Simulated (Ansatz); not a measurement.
## Harmonic thermodynamics of Li2ZnO2

These are results of Ansatz, DFT PBE, scalar-relativistic, plane waves, PAW, not measurements. Settings: 420 eV plane-wave cutoff, Γ-centred 12×12×6 mesh, fixed occupations. No spin polarisation. Phonons by linear response, acoustic sum rule imposed.

The cell, relaxed at this level:
```
Li Zn O
1.0
     3.15976    0.00000    0.00000
    -1.57988    2.73643    0.00000
     0.00000    0.00000    5.17757
Li Zn O
2 1 2
Cartesian
  1.5799 0.9121 3.3163
  0.0000 1.8243 1.8613
  0.0000 0.0000 0.0000
  1.5799 0.9121 1.2460
  0.0000 1.8243 3.9315
```

The cell was found from a structure generator's guess, not taken from experiment. The q mesh is coarse, so values between its points are rough.

Force constants from linear response on a 3×3×1 q mesh, interpolated to a fine mesh.

Phonon density of states, in bins of 10 cm⁻¹:
```tsv
bin centre (cm⁻¹)	share of modes (%)
5	0.0
15	0.0
25	0.0
35	0.1
45	0.2
55	0.3
65	0.4
75	0.6
85	1.2
95	2.3
105	3.4
115	2.7
125	2.5
135	1.0
145	0.7
155	1.8
165	2.6
175	1.4
185	0.8
195	0.6
205	0.6
215	0.6
225	0.6
235	0.9
245	1.3
255	1.9
265	2.0
275	2.8
285	2.5
295	1.7
305	1.7
315	1.9
325	2.0
335	1.9
345	1.9
355	1.7
365	1.6
375	2.2
385	2.8
395	2.9
405	1.9
415	1.6
425	2.6
435	1.9
445	1.5
455	1.7
465	2.7
475	4.5
485	2.4
495	0.4
505	0.4
515	0.7
525	1.4
535	2.2
545	1.8
555	1.4
565	3.1
575	2.2
585	0.9
595	0.9
605	1.1
615	1.1
625	1.5
635	1.0
645	0.7
655	0.4
665	0.2
675	0.0
```

Question: Give the zero-point energy per atom.

Answer: 66.1 meV.

Question: How large are the vibrational entropy and heat capacity at 300 K?

Answer: S = 2.21 k_B and C_V = 2.31 k_B per atom, 77 % of the Dulong–Petit value.

Question: Tabulate them against temperature.

Answer:
| T (K) | F_vib (meV/atom) | S (k_B/atom) | C_V (k_B/atom) |
| --- | --- | --- | --- |
| 100 | 64.8 | 0.48 | 0.82 |
| 200 | 56.8 | 1.37 | 1.79 |
| 300 | 41.3 | 2.21 | 2.31 |
| 400 | 19.2 | 2.91 | 2.57 |
| 500 | -8.5 | 3.50 | 2.71 |
| 600 | -41.0 | 4.01 | 2.79 |
| 700 | -77.4 | 4.44 | 2.85 |
| 800 | -117.4 | 4.82 | 2.88 |
| 900 | -160.4 | 5.17 | 2.91 |
| 1000 | -206.3 | 5.47 | 2.92 |
